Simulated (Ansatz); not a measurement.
Data:

ScPd₃C:
```
ScPd3C
1.0
    4.20177     0.00000     0.00000
    0.00000     4.20177     0.00000
    0.00000     0.00000     4.20177
Sc Pd C
1 3 1
Cartesian
  0.00000   0.00000   0.00000
  0.00000   2.10088   2.10088
  2.10088   0.00000   2.10088
  2.10088   2.10088   0.00000
  2.10088   2.10088   2.10088
```

This is the PBE-relaxed structure.

Task: All from PBE in the plane-wave PAW code Ansatz, unless another level is named. Give the electronic character.

Result: metallic (no gap).

Task: And the density of states at the Fermi level?

Result: 0.81 states/eV per atom (mean over ±0.08 eV).

Task: What about the formation energy from the elements (no fitted shifts)?

Result: -0.19 eV/atom.

Task: What about the gap with spin–orbit coupling?

Result: none (metallic).

Space group Pm-3m (anti-perovskite). The start of the workflow was typed in or built on a structure type; neither database checked (COD, Materials Project) lists it. Its standing as an ambient phase is unchecked. The PBE relaxation kept the symmetry of its start; its stability against distortions is not shown here. The run is not spin-polarised. The references are the lowest solids computed at this level, not always the standard phases. Scalar-relativistic: spin–orbit coupling is off unless named, which matters more the heavier the elements.

Potentials: the earlier of the program's two PAW sets.
